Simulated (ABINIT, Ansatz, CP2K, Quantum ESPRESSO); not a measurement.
## Pb: programs and potentials compared

```xyz
5
Lattice="3.4928 0.0000 0.0000 0.0000 3.4928 0.0000 0.0000 0.0000 24.8792" Properties=species:S:1:pos:R:3 pbc="T T T"
Pb    1.7464    1.7464    7.5000
Pb    0.0000    0.0000    9.9698
Pb    1.7464    1.7464   12.4396
Pb    0.0000    0.0000   14.9094
Pb    1.7464    1.7464   17.3792
```

Alike in all runs: functional PBE; k mesh 8 × 8 × 1; occupations fermi-dirac, width 0.05 eV; no spin polarisation; no spin-orbit coupling.

```
                                      program and potentials  plane-wave cutoff (eV)                                                 notes  band gap (eV)  largest force (eV/Å)
                                          Ansatz, Ansatz PAW                     420               14 valence electrons an atom on average         no gap                 0.508
                                    ABINIT, JTH PAW PBE v2.0                     599               14 valence electrons an atom on average         no gap                 0.510
          Quantum ESPRESSO, PseudoDojo 0.4.1 SR PBE standard                     762               14 valence electrons an atom on average         no gap                 0.504
CP2K, POTENTIAL_UZH Pb GTH-PBE-q4; TZVP-MOLOPT-PBE-GTH basis                       -  atomic basis; 4 valence electrons an atom on average         no gap                 0.500
```

Force on atom 4 (Pb), eV/Å:

```json
{"program and potentials": "Ansatz, Ansatz PAW", "x": "0.000", "y": "0.000", "z": "0.508"}
{"program and potentials": "ABINIT, JTH PAW PBE v2.0", "x": "0.000", "y": "0.000", "z": "0.510"}
{"program and potentials": "Quantum ESPRESSO, PseudoDojo 0.4.1 SR PBE standard", "x": "0.000", "y": "0.000", "z": "0.504"}
{"program and potentials": "CP2K, POTENTIAL_UZH Pb GTH-PBE-q4; TZVP-MOLOPT-PBE-GTH basis", "x": "0.000", "y": "0.000", "z": "0.500"}
```

None finds a gap. The atoms of the given cell lie far from their minimum at this level. Rows in atomic bases carry the error of their basis and grid, which can be large.

Differences between rows come from potentials, basis sets and numerical settings, since the functional is the same but for its coding. Runs on potential files found faulty are left out.
